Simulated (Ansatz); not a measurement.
The start is a generated cell, Mo placed in the simple-cubic structure type. Cell shape, volume and atoms are optimised at zero target pressure with PBEsol (plane waves to 420 eV, PAW, scalar-relativistic; Ansatz, a quantum-chemistry and plane-wave program). First-step values are on the input's coarse k-mesh.

Ansatz input (later rounds restart from its end on a renewed k-mesh):
Ansatz 0.2 input:
```yaml
crystal:
  lattice:
    - [2.59641, 0, 0]
    - [0, 2.59641, 0]
    - [0, 0, 2.59641]
  atoms:
    - { symbol: Mo, position: [0, 0, 0] }
basis: { ecutwfc: 420, ecutrho_ratio: 4, xc_grid: 2, fft_grid_basis: typed }
kpoints: { mp_grid: { grid: [12, 12, 12] } }
hamiltonian:
  xc: pbesol
  dispersion: none
  pseudopotentials: { azcp: { folder: ./paw }, kind: paw }
scf: { occupations: { method: fermi_dirac, width: 0.05 } }
relax: { f_tol: 0.01, max_steps: 100, cell: { stress_tol: 0.02 } }
output: { forces: true, stress: true }
```

Question: How does the volume per atom move from start to end?

Answer: -3.1 %, from 17.50 to 16.96 Å³/atom.

Question: How do the shortest distances between atoms change?

Answer: The closest pairs of elements (up to four, under 3.6 Å), start → end: Mo–Mo 2.60 → 2.57 Å.

Question: What band gap does the relaxed structure have at this level?

Answer: No gap (metallic).

Question: Write out the relaxed structure.

Answer: 
```cif
data_Mo
_chemical_formula_sum 'Mo1'
_space_group_name_H-M_alt 'Pm-3m'
_space_group_IT_number 221
_space_group_name_Hall '-P 4 2 3'
_cell_length_a 2.56931
_cell_length_b 2.56931
_cell_length_c 2.56931
_cell_angle_alpha 90.000
_cell_angle_beta 90.000
_cell_angle_gamma 90.000
loop_
_atom_site_label
_atom_site_type_symbol
_atom_site_symmetry_multiplicity
_atom_site_Wyckoff_symbol
_atom_site_fract_x
_atom_site_fract_y
_atom_site_fract_z
_atom_site_occupancy
Mo1 Mo 1 a 0.00000 0.00000 0.00000 1
```

The space group stays Pm-3m (No. 221) (the run could not lower it); the end is simple cubic type, with 1 atom in the primitive cell. Final values are on a 18×18×18 k-mesh of the relaxed cell. No spin polarisation in the result.

The run could not lose the symmetry of its start: the end is stationary, and may be a saddle point rather than a minimum.

The relaxed structure here is a generated cell of Mo: the first start was made by placing the elements on the sites of a structure type, and the end was not matched to a known phase here, so it may be hypothetical. Known forms of Mo include space group No. 229.
